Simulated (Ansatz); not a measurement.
NiGe in space group Pnma (No. 62; Ni on 4c, Ge on 4c), the program Ansatz at the r²SCAN level (PAW), all energies at zero smearing, with the estimated change up to a 700 eV cutoff added, with one set of potentials and settings (totals compare only within such a set). Cell of 8 atoms (4 Ni, 4 Ge): -40594.902 eV.

| element | reference phase | E (eV/atom) |
|---|---|---|
| Ni | Fm-3m, 1 atoms in the cell, spin-polarised | -5845.2912 |
| Ge | Fd-3m, 2 atoms in the cell | -4302.9041 |

Formation energy per atom, worked out: (-40594.902 − 4×(-5845.2912) − 4×(-4302.9041))/8 = -0.265 eV/atom (-26 kJ per mol of atoms), at 0 K, without zero-point energy or fitted corrections.

The r²SCAN relaxation kept the symmetry of its start. No spin polarisation was allowed. The references are the lowest solids computed at this level, not always the standard phases.

Potentials: the later of the program's two PAW sets.
